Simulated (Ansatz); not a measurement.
**Question.** Name crystals whose computed values (DFT-r²SCAN in the program Ansatz with PAW potentials) fall in these windows: highest Γ mode, no LO–TO term (cm⁻¹) 230 to 260; B₀ by P(V) fit (GPa) 49 to 61.

**Answer.** 

```json
[
 {"crystal": "Ga, Cmcm (Ga on 8g)", "highest Γ mode, no LO–TO term (cm⁻¹)": "246", "B₀ by P(V) fit (GPa)": "54.6"}
]
```
Others may fit too.

Not the usual ambient phase: Ga, Cmcm (Ga on 8g). The cell was relaxed under the symmetry of its start. Scalar-relativistic: spin–orbit coupling is off unless named, which matters more the heavier the elements.

Potentials: the earlier of the program's two PAW sets.
